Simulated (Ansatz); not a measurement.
Cs (bcc, W type)

```
CELL_PARAMETERS angstrom
     -3.07849     3.07849     3.07849
      3.07849    -3.07849     3.07849
      3.07849     3.07849    -3.07849
ATOMIC_POSITIONS crystal
  Cs 0.00000 0.00000 0.00000
```

E(V) scan at fixed shape, V₀ the volume above. Symmetry pins the atoms to their sites.

These are PBE (plane waves to 420 eV, PAW, scalar-relativistic; Ansatz, a quantum-chemistry and plane-wave program) values and carry that method's errors. k mesh 11×11×11 (Γ-centred), Fermi-Dirac smearing 0.05 eV. The energy includes the smearing's −TS. Compression counts positive. Cs was relaxed with its symmetry unable to fall. ΔE is measured from the relaxed starting cell. The last digit holds for this mesh only.

| V (Å³/atom) | ΔE (meV/atom) |
|---|---|
| 105.030 | 8.3 |
| 107.364 | 5.1 |
| 109.698 | 2.8 |
| 112.032 | 1.2 |
| 114.366 | 0.3 |
| 116.700 | 0.0 |
| 119.034 | 0.3 |
| 121.368 | 1.1 |
| 123.702 | 2.4 |
| 126.036 | withheld |
| 128.370 | 6.2 |

Problem. Fit a third-order Birch-Murnaghan form (E₀, V₀, B₀, B₀′ free) to the given rows and predict ΔE at V = 126.036.

Solution. Least squares on the 10 given rows: ΔE = E₀ + (9V₀B₀/16)·y²·[2 + (B₀′ − 4)y], y = (V₀/V)^(2/3) − 1, with V₀ = 116.646 Å³/atom, B₀ = 1.953 GPa (160.2 GPa = 1 eV/Å³; the term in eV is multiplied by 1000), B₀′ = 3.63, E₀ = 0.01 meV/atom; root-mean-square residual 0.01 meV/atom. At 126.036 the fit gives 4.1 meV/atom; the calculation gives 4.1 meV/atom, the same to the digits shown. For the pressure the fit gives -0.1 GPa against the computed -0.1 GPa.

(Under strain, the slope of the energy per volume gives the stress and its curvature an elastic modulus.)
